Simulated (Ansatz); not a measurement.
Values for one crystal, relaxed and computed with the program Ansatz at the r²SCAN+D4 level (PAW); other levels are named.

```yaml
volume_per_atom: 7.38 Å³
band_gap: 5.52 eV (indirect)
Pressure derivative B′: 4.1
electron_effective_mass: 0.48, 0.60, 0.60 mₑ (principal values)
hole_effective_mass: 2.2, 2.7, 13 mₑ (principal values)
Formation energy from the elements (no fitted shifts): -1.36 eV/atom
Bulk modulus (Birch–Murnaghan fit): 35.5 GPa
```

### Question
Which compound is it?
A) VCl2O, Immm (V on 2d, Cl on 4i, O on 2a)
B) PbO, P4/nmm (Pb on 2c, O on 2a)
C) LiH3O2, C2/m (Pearson symbol mS24)
D) LiV2O5, Pmmn (Pearson symbol oP16)

### Answer
C, LiH3O2, C2/m (Pearson symbol mS24)

The workflow started from a Materials Project entry (that database holds measured and hypothetical structures alike); the Crystallography Open Database files this formula in space group No. 12, but the cells were not matched. Whether it is the stable phase at ambient conditions was not checked. The r²SCAN+D4 relaxation kept the symmetry of its start; its stability against distortions is not shown here. The references are the lowest solids computed at this level, not always the standard phases (solids in place of the gases).

Potentials: the later of the program's two PAW sets.
